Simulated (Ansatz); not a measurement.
# Zone-centre phonons of BN at 15 GPa: input and output

These are results of DFT LDA, scalar-relativistic, plane waves, PAW (Ansatz 0.2.0), not measurements.

Launched with:
```bash
ansatz run input.yaml --threads 1 --pin off --max-ram 3072MiB --backend cpu --events-out ev --progress --plain --runs-dir out
```

Input (bare energies are in eV):
```yaml
crystal:
  lattice:
    - [2.4936667083, 0.0, 0.0]
    - [-1.2468333541, 2.1595787179, 0.0]
    - [0.0, 0.0, 4.1274604547]
  atoms:
    - { symbol: B, position: [0.6666666667, 0.3333333333, 0.99956354] }
    - { symbol: B, position: [0.3333333333, 0.6666666667, 0.49956354] }
    - { symbol: "N", position: [0.6666666667, 0.3333333333, 0.62543646] }
    - { symbol: "N", position: [0.3333333333, 0.6666666667, 0.12543646] }
basis:
  ecutwfc: 420
kpoints:
  mp_grid: { grid: [12, 12, 6] }
hamiltonian:
  xc: lda
scf:
  occupations: { method: fixed }
output:
  eigenvalues: true
phonons:
  method: dfpt
  dielectric: true
  rigid_motions: translations
  eigenvectors: true
```

The end of the output:
```
--- Phonons (Γ-DFPT): 4 representative perturbations + reference, on 242 of 864 k-points (Σ response iterations 12) ---
  k mesh reduced under 2 symmetry operations, with k and −k counted as one. Each operation leaves every solved perturbation unchanged. A smaller set is not considered because the run solves the response ...
  ASR residual: 1.403e-4 → 0.000e0 eV/Å²; symmetrization residual: 6.548e-7 eV/Å²
  ASR residual per site (eV/Å²): 1.89e-5 1.89e-5 1.40e-4 1.40e-4
  Γ frequencies (cm⁻¹): 0.00 0.00 0.00 479.21 479.21 1032.68 1033.40 1033.40 1096.52 1127.18 1127.18 1162.12
  ε∞ (high-frequency dielectric tensor):
        4.500321    -0.000000     0.000000
       -0.000000     4.500321    -0.000000
        0.000000    -0.000000     4.648398
  ε⁰ (static dielectric tensor: ions relaxed, cell fixed):
        6.345388    -0.000000     0.000000
       -0.000000     6.345388    -0.000000
        0.000000    -0.000000     6.806115
  ε⁰ − ε∞ (ionic part):
        1.845067    -0.000000     0.000000
       -0.000000     1.845067    -0.000000
        0.000000    -0.000000     2.157717
  softest optical mode at Γ: 479.21 cm⁻¹; the repairs (sum rule, projections) moved no ω² at Γ by more than (1.71 cm⁻¹)²
  Born effective charges Z* (e; rows j = field, columns β = displacement):
    site 0:
         1.79733   -0.00000    0.00000
        -0.00000    1.79733   -0.00000
         0.00000   -0.00000    1.89078
    site 1:
         1.79733   -0.00000    0.00000
        -0.00000    1.79733   -0.00000
         0.00000   -0.00000    1.89078
    site 2:
        -1.79733    0.00000   -0.00000
         0.00000   -1.79733    0.00000
        -0.00000    0.00000   -1.89078
    site 3:
        -1.79733    0.00000   -0.00000
         0.00000   -1.79733    0.00000
        -0.00000    0.00000   -1.89078
  Z* charge neutrality: 1.744e-3 e pre-enforcement
  solved inside a basis spanned on kpoints, on 12×12×6 k-points, its susceptibility summed on 16×16×8: ε∞ is read to err by 1.2e-2, Z* by 6.8e-3 e (field_mesh: kpoints solves on kpoints); Z* is corrected for ...
  optical modes at Γ without the LO–TO term, one row a degenerate level:
      ω (cm⁻¹) modes IR ((D/Å)²/amu)
        479.21      2             0.0000
       1032.68      1             0.0000
       1033.40      2             0.0000
       1096.52      1            27.0368
       1127.18      2            48.8604
       1162.12      1             0.0000
  optical modes at Γ + LO–TO along q̂ = [1.0000, 0.0000, 0.0000]:
      ω (cm⁻¹) modes IR ((D/Å)²/amu)
        479.21      2             0.0000
       1032.68      1             0.0000
       1033.40      2             0.0000
       1096.52      1            27.0368
       1127.18      1            24.4302
       1162.12      1             0.0000
       1338.44      1            24.4302
  optical modes at Γ + LO–TO along q̂ = [0.0000, 1.0000, 0.0000]:
      ω (cm⁻¹) modes IR ((D/Å)²/amu)
        479.21      2             0.0000
       1032.68      1             0.0000
       1033.40      2             0.0000
       1096.52      1            27.0368
       1127.18      1            24.4302
       1162.12      1             0.0000
       1338.44      1            24.4302
  optical modes at Γ + LO–TO along q̂ = [0.0000, 0.0000, 1.0000]:
      ω (cm⁻¹) modes IR ((D/Å)²/amu)
        479.21      2             0.0000
       1032.68      1             0.0000
       1033.40      2             0.0000
       1127.18      2            48.8604
       1162.12      1             0.0000
       1326.82      1            27.0368
```

It took 120 s on 1 thread of Intel(R) Xeon(R) Processor @ 2.50GHz (Skylake/Cascade Lake) (shared host), peak memory 0.61 GiB.

This wurtzite form isn't the usual stable structure of the compound at low pressure.